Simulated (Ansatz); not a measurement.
**TaN under compression and expansion**

```xyz
6
Lattice="5.0792 0.0000 0.0000 -2.5396 4.3987 0.0000 0.0000 0.0000 2.8486" Properties=species:S:1:pos:R:3 pbc="T T T"
Ta    0.0000    0.0000    0.0000
Ta    0.0000    2.9325    1.4243
Ta    2.5396    1.4662    1.4243
N     2.5396    0.0000    0.0000
N     1.2698    2.1993    0.0000
N    -1.2698    2.1993    0.0000
```

The geometry is COD entry 1539256, unchecked; take it as a test cell. The listed cell was then made from it by scaling, straining or moving an atom.

Spin–orbit coupling is left out, though it moves levels of the heavy atoms by tenths of an eV or more.

Methods: DFT, LDA, all-electron LAPW, scalar-relativistic (Ansatz 0.2.0); DFT, LDA, PAW with Ansatz's default frozen-core files, scalar-relativistic (Ansatz 0.2.0).

For LAPW: a Γ-centred 5×5×8 k mesh, Fermi–Dirac smearing of 0.03 eV, basis error target 0.5 meV/atom, no spin polarisation; the mesh is coarse along some axis. PAW takes a cutoff of 420 eV at this cell (files made with PBE, cores remade for this functional). The Ansatz runs share mesh, smearing and spin set-up. Plane-wave (PAW) pressures include the program's estimate of the Pulay term.

The cell above is scaled evenly, with fractional coordinates and shape held.

```json
{"V/V(cell)": "1.0000", "V (Å³/atom)": "10.607", "P, LAPW (GPa)": "17.47", "P, PAW (GPa)": "17.75"}
{"V/V(cell)": "1.0213", "V (Å³/atom)": "10.833", "P, LAPW (GPa)": "9.26", "P, PAW (GPa)": "9.45"}
{"V/V(cell)": "1.0426", "V (Å³/atom)": "11.059", "P, LAPW (GPa)": "1.88", "P, PAW (GPa)": "1.99"}
{"V/V(cell)": "1.0532", "V (Å³/atom)": "11.171", "P, LAPW (GPa)": "?", "P, PAW (GPa)": "?"}
{"V/V(cell)": "1.0745", "V (Å³/atom)": "11.397", "P, LAPW (GPa)": "-7.83", "P, PAW (GPa)": "-7.81"}
{"V/V(cell)": "1.0851", "V (Å³/atom)": "11.510", "P, LAPW (GPa)": "-10.73", "P, PAW (GPa)": "-10.74"}
{"V/V(cell)": "1.1064", "V (Å³/atom)": "11.736", "P, LAPW (GPa)": "-16.10", "P, PAW (GPa)": "-16.16"}
{"V/V(cell)": "1.1277", "V (Å³/atom)": "11.961", "P, LAPW (GPa)": "-20.92", "P, PAW (GPa)": "-21.02"}
```

(1) Fill in the row V/V(cell) = 1.0532.

(2) What do Birch–Murnaghan fits to the pressures give?

Answers

(1) P, LAPW (GPa) = -1.53, P, PAW (GPa) = -1.45.

(2) LAPW: V0 = 11.12 Å³/atom, B0 = 335 GPa, B0′ = 4.3; PAW: V0 = 11.12 Å³/atom, B0 = 338 GPa, B0′ = 4.3.
